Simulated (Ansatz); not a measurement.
A short bond in Hf (diamond type)

```
Hf
1.0
     0.00000    3.04385    3.04385
     3.04385    0.00000    3.04385
     3.04385    3.04385    0.00000
Hf
2
Cartesian
  -0.7610 -0.7610 -0.7610
  0.7610 0.7610 0.7610
```

The cell is a prototype at a set volume, not relaxed; it needn't be the stable phase.

Its shortest bond, of 2.636 Å between atom 1 (Hf) and the nearest image of atom 2 (Hf), is scaled by moving both atoms along it, with the cell held. The force apart is half the difference of the two atoms' forces along the bond; it holds the pull and push of their other neighbours too.

Level of theory: DFT with PBEsol, scalar-relativistic, in Ansatz 0.2.0; a Γ-centred 9×9×9 k mesh, Fermi–Dirac smearing of 0.05 eV, no spin polarisation. LAPW: all electrons, basis error target 1 meV/atom; PAW: frozen-core files, cutoff 420 eV.

Energies are extrapolated to zero smearing and count from the unscaled cell; pressure is positive in compression; gaps take the mesh and a band path. No temperature or zero-point motion is included.

Spin–orbit coupling is left out, which matters for the heavy atoms. The PAW files were made under PBE.

| bond (Å) | force apart (eV/Å) | P LAPW (GPa) | ΔE LAPW (eV/atom) | P PAW − LAPW (GPa) | ΔE PAW − LAPW (meV/atom) | force PAW − LAPW (eV/Å) |
| --- | --- | --- | --- | --- | --- | --- |
| 2.636 | 0.00 | ? | 0.000 | -0.01 | 0.0 | 0.000 |
| 2.003 | 11.41 | 17.68 | 0.774 | 0.34 | 12.1 | 0.215 |
| 1.687 | 52.45 | 73.7 | 5.121 | 16.12 | 464.0 | 10.104 |

(1) Give the missing entry: row "2.636", column "P LAPW (GPa)".

(2) How do the Löwdin populations by LAPW change from the unscaled cell to the last row, on the two atoms of the bond?

Answers

(1) 4.86.

(2) Hf1 5s 1.94 → 1.86, Hf1 6s 0.93 → 0.85, Hf1 5p 5.93 → 5.83, Hf1 5d 3.19 → 3.39, Hf1 4f 13.99 → 13.96, Hf2 5s 1.94 → 1.86, Hf2 6s 0.93 → 0.85, Hf2 5p 5.93 → 5.83, Hf2 5d 3.19 → 3.39, Hf2 4f 13.99 → 13.96 electrons an atom. These are projections on the shells that the free atoms fill; 0.04 e a cell lies outside them at the start and 0.25 e at the end.
